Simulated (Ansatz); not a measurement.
LiCSN in space group Pnma (No. 62; Li on 4c, C on 4c, S on 4c, N on 4c) at seven volumes, LDA (plane waves, PAW; program Ansatz), shape and atoms relaxed at each. One row is withheld.

```
V (Å³/atom)  P (GPa)
-----------  -------
12.327          3.55
12.734          2.13
13.140          0.96
13.546          0.00
13.953             ?
14.359         -1.41
14.765         -1.90
```

Fit the shown pressures and predict the withheld one.

P = (3/2)B₀(x^(7/2) − x^(5/2))[1 + (3/4)(B′ − 4)(x − 1)] with x = (V₀/V)^(2/3). Least squares on the six rows gives V₀ = 13.548 Å³/atom, B₀ = 28.6 GPa, B′ = 5.86. At V = 13.953, x = 0.9806 and P = -0.77 GPa. The run itself gave -0.79 GPa.

The workflow started from a Materials Project entry (that database holds measured and hypothetical structures alike); the Crystallography Open Database copy checked does not list it. Its standing as an ambient phase is unchecked. The cell was relaxed with LDA under the symmetry of its start; whether a distortion lowers the energy is not shown.

Potentials: the later of the program's two PAW sets.
